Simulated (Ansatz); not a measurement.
Al3Co2Ru: a bulk modulus from differences

It was reached by relaxing an invented guess, and it needn't be the stable form of this composition.

Level of theory: Ansatz, DFT PBE, scalar-relativistic, plane waves, PAW. Settings of the last relaxation (6-atom cell): 420 eV, 12×12×8 k points, Gaussian smearing of 0.10 eV, no spin polarisation.

```yaml
crystal:
  lattice:
    - [4.10994, 0.00000, 0.00000]
    - [-2.05497, 3.55931, 0.00000]
    - [0.00000, 0.00000, 5.04615]
  atoms:
    - { symbol: Al, position: [0.33333, 0.66667, 0.32539] }
    - { symbol: Al, position: [0.66667, 0.33333, 0.67461] }
    - { symbol: Al, position: [0.00000, 0.00000, 0.00000] }
    - { symbol: Co, position: [0.33333, 0.66667, 0.83671] }
    - { symbol: Co, position: [0.66667, 0.33333, 0.16329] }
    - { symbol: Ru, position: [0.00000, 0.00000, 0.50000] }
```

The cell was set to several volumes, with shape and atoms relaxed at each where symmetry leaves them free. Pressure is positive in compression, and energies count from the lowest row. No row has a gap on its mesh.

```
row  V (Å³/atom)  P (GPa)  ΔE (meV/atom)
  1       10.827    31.34          128.9
  2       11.196        ?              ?
  3       11.565    13.17           28.6
  4       11.934     6.06            6.7
  5       12.303    -0.01            0.0
  6       12.672    -5.18            6.2
  7       13.041    -9.60           23.4
  8       13.533   -14.47           60.6
```

Task: Find B = −V·ΔP/ΔV from rows 4 and 6 and from rows 1 and 3, and from the two its slope B′ and its value B0 at zero pressure.

Result: Rows 4 and 6 give −(11.934 + 12.672)/2 × (-5.18 − (6.06))/(12.672 − 11.934) = 187.4 GPa at a mean pressure of 0.44 GPa. Rows 1 and 3 give −(10.827 + 11.565)/2 × (13.17 − (31.34))/(11.565 − 10.827) = 275.7 GPa at a mean pressure of 22.25 GPa. So B′ = (275.7 − 187.4)/(22.25 − (0.44)) = 4.05 and B0 = 187.4 − 4.05 × (0.44) = 185.6 GPa. A third-order Birch–Murnaghan fit to all the energies gives B0 = 186.5 GPa and B′ = 4.3.

Task: Estimate the pressure and energy of row 2.

Result: From row 5, V0 = 12.303 × (1 + (-0.01)/185.6) = 12.302 Å³/atom. Murnaghan's form P = (B0/B′)·[(V0/V)^B′ − 1] gives (185.6/4.05) × [(12.302/11.196)^4.05 − 1] = 21.29 GPa; the computed pressure is 21.53 GPa, so the estimate is off by -0.24 GPa. The work of compression from row 3, with the mean of the two pressures, gives ΔE = 28.6 + (21.29 + 13.17)/2 × (11.565 − 11.196)/160.2 × 1000 = 68.3 meV/atom (1 eV/Å³ = 160.2 GPa); the computed value is 68.3 meV/atom.

Trial moments died out on the coarse mesh, so the last step has no spin; another magnetic start might hold. All volumes keep the k mesh of the relaxed cell. A later test with randomly moved atoms came back to the same energy, though modes that don't fit the test's cell weren't probed.
